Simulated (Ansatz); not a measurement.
**HfO2: a vibration from a frozen displacement**

Computed with DFT r2SCAN, scalar-relativistic, plane waves, PAW in Ansatz. The runs took a 500 eV cutoff, a Γ-centred 8×8×8 mesh and Gaussian smearing (0.05 eV). Spin–orbit coupling is left out, which matters for the heavy elements here. No spin polarisation. Energies are free energies at this smearing, counted from the undisturbed cell; pressure is positive in compression.

Reference structure (relaxed at this level; this fluorite-type form isn't the usual structure):

```
CELL_PARAMETERS angstrom
0.00000 2.52916 2.52916
2.52916 0.00000 2.52916
2.52916 2.52916 0.00000
ATOMIC_POSITIONS crystal
Hf 0.00000 0.00000 0.00000
O 0.25000 0.25000 0.25000
O 0.75000 0.75000 0.75000
```

Every O atom is moved by x along the Cartesian unit vector (0.000, 1.000, 0.000); the cell and all other atoms stay fixed. The cell's volume is 32.36 Å³; the moved atoms weigh 31.998 u together and the others 178.490 u. Some rows repeat others by symmetry and weren't run.

| x (Å) | ΔE (meV/cell) | total force on the moved atoms along the move (eV/Å) | pressure (GPa) |
| --- | --- | --- | --- |
| -0.1000 | 29.42 | 0.6104 | 1.1424 |
| -0.0875 | 22.33 | 0.5252 | 0.8795 |
| -0.0750 | 16.28 | 0.4436 | 0.6519 |
| -0.0625 | 11.23 | 0.3648 | 0.4594 |
| -0.0500 | 7.14 | 0.2886 | 0.3021 |
| -0.0375 | 4.00 | 0.2146 | 0.1798 |
| -0.0250 | 1.77 | 0.1422 | 0.0924 |
| -0.0125 | 0.44 | 0.0708 | 0.0401 |
| 0.0000 | 0.00 | 0.0000 | 0.0227 |
| 0.0125 | 0.44 | -0.0708 | 0.0401 |
| 0.0250 | 1.77 | -0.1422 | 0.0924 |
| 0.0375 | 4.00 | -0.2146 | 0.1798 |
| 0.0500 | 7.14 | -0.2886 | 0.3021 |
| 0.0625 | 11.23 | -0.3648 | 0.4594 |
| 0.0750 | 16.28 | -0.4436 | 0.6519 |
| 0.0875 | 22.33 | -0.5252 | 0.8795 |
| 0.1000 | 29.42 | -0.6104 | 1.1424 |

What frequency belongs to this motion?

The force constant is k = −dF/dx = 5.664 eV/Å², from the parabola through x = -0.0125, 0 and 0.0125. In every cell the moved atoms swing against the rest, so the mass is μ = m₁m₂/(m₁ + m₂) = 27.134 u, and ν̃ = 521.5 cm⁻¹ × √(|k|/μ) = 238 cm⁻¹. To first order in x, and within 1 %, the force on every atom lies along the move and, within each of the two groups, in proportion to the atom's mass, so this is itself a mode at the zone centre of this cell, taken without macroscopic field (the transverse frequency in a polar insulator).

How far does the harmonic law reach?

At x = -0.100 Å, kx²/2 = 28.32 meV against the computed 29.42 meV (+3.9 %): the well is still close to harmonic there.